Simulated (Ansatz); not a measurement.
BiAu₂: pressure against volume

BiAu₂, Fd-3m, a = 8.026 Å. The structure is a COD entry; whether it is the stable form wasn't checked. Ansatz: r2SCAN, PAW, 500 eV, Γ-centred 8×8×8 mesh on 6 atoms, Gaussian smearing 0.10 eV; no spin polarisation. Symmetry fixes shape and atoms, so the cell is only scaled; pressure is positive in compression.

```tsv
V (Å³/atom)	P (GPa)
18.954	?
19.600	13.48
20.246	8.11
20.892	3.67
21.538	0.00
22.185	-3.02
22.831	-5.51
23.692	-8.13
```

Task: Take V0 = 21.538 Å³/atom, fit the third-order Birch–Murnaghan form to the other rows, and predict the missing pressure.

Result: With the Eulerian strain f = ½[(V0/V)^(2/3) − 1] and y = P/[3f(1 + 2f)^(5/2)], the form is the line y = B0 + 1.5 B0 (B0′ − 4) f. Rows (f, y): 0.03244, 118.4; 0.02105, 115.8; 0.01025, 113.4; -0.00977, 108.2; -0.01906, 106.2; -0.03078, 103.2. Means f = 0.0006883, y = 110.87; Σ(Δf)² = 0.003004, ΣΔfΔy = 0.7252; the slope is their ratio. y = 110.7 + 241.4 f GPa, so B0 = 110.7 GPa and B0′ = 4 + 2 × (241.4)/(3 × 110.7) = 5.45. At V = 18.954, f = 0.04447, y = 121.44 and P = 20.05 GPa. The run gave 19.98 GPa, so the fit is 0.07 GPa too high, a small miss on the scale of the series.

Spin–orbit coupling is left out, which can shift energies with elements as heavy as these.

Cost: 8 runs of about 5.1 core-minutes in all, on Intel Xeon 6975P-C (Granite Rapids) (shared hosts).